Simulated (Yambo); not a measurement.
Ba$_{2}$ScNbO$_{6}$ (space group Fm-3m, No. 225), G0W0@LDA in Yambo; all else as in the reference (2×2×2 Γ-centred k mesh, bands 3 to 219 and a 7 Ry block in the screening, 219 bands in G with the Bruneval-Gonze terminator, plasmon pole fitted at 27.2 eV). One parameter is varied: the cutoff of the exchange sum, over 5, 10, 20, 40, 84 Ry.

Q: From which value on does the gap Γ → Γ stay within 0.05 eV of the largest setting?

A: From 40 Ry on.
```json
[
 {"cutoff of the exchange sum (Ry)": "5", "G0W0 gap (eV)": "3.55", "valence shift (eV)": "2.56"},
 {"cutoff of the exchange sum (Ry)": "10", "G0W0 gap (eV)": "3.97", "valence shift (eV)": "0.77"},
 {"cutoff of the exchange sum (Ry)": "20", "G0W0 gap (eV)": "4.15", "valence shift (eV)": "-0.06"},
 {"cutoff of the exchange sum (Ry)": "40", "G0W0 gap (eV)": "4.28", "valence shift (eV)": "-0.36"},
 {"cutoff of the exchange sum (Ry)": "84", "G0W0 gap (eV)": "4.31", "valence shift (eV)": "-0.40"}
]
```
The last step of the sweep still moves the gap by 30 meV; the other settings are held fixed.

Spin-orbit coupling is not included.

Geometry of the Materials Project entry, not relaxed at this level; primitive cell a = 5.861 Å, b = 5.861 Å, c = 5.861 Å, α = 60.00°, β = 60.00°, γ = 60.00°.

The structure is a Materials Project entry; no match was found in the copy of COD used, and its stability was not checked.

A shift is the quasiparticle energy of the state minus its LDA energy.
